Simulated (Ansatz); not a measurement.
This run works on a generated trial structure, not on a known crystal.

Input and command of a plane-wave DFT calculation in Ansatz:

```yaml
crystal:
  lattice:
    - [-3.6259333865, 3.6259333865, 2.651463833]
    - [3.6259333865, -3.6259333865, 2.651463833]
    - [3.6259333865, 3.6259333865, -2.651463833]
  atoms:
    - { symbol: Mg, position: [0.5, 0.5, 0.0] }
    - { symbol: Cd, position: [0.0, 0.0, 0.0] }
    - { symbol: S, position: [0.2533540246, 0.2533540246, 0.5067080492] }
    - { symbol: S, position: [0.7466459754, 0.7466459754, 0.4932919508] }
    - { symbol: S, position: [0.2533540246, 0.7466459754, 0.0] }
    - { symbol: S, position: [0.7466459754, 0.2533540246, 0.0] }
basis:
  ecutwfc: 420
kpoints:
  mp_grid: { grid: [10, 10, 10] }
hamiltonian:
  xc: pbe
scf:
  occupations: { method: gaussian, width: 0.1 }
output:
  forces: true
  stress: true
  eigenvalues: true
  write_density: true
  write_potential: true
  elf: true
  volumetric_format: npy
relax:
  adjacent_minimum: "off"
  f_tol: 0.01
  max_steps: 80
  cell: { stress_tol: 0.05 }
```

```bash
ansatz run input.yaml --threads 1 --pin off --max-ram 2560MiB --backend cpu --events-out ev --progress --plain --runs-dir out
```

Processor: Intel(R) Xeon(R) Processor @ 2.50GHz (Skylake/Cascade Lake), 1 thread, on a host shared with other jobs.

Q: Estimate time, memory and problem size.

A: About 4.3 min, peak memory 0.67 GiB. It solves 33 bands at 102 k points (after reduction by symmetry) with about 2729 plane waves (on the last cell), in 23 SCF iterations over 5 ionic steps.
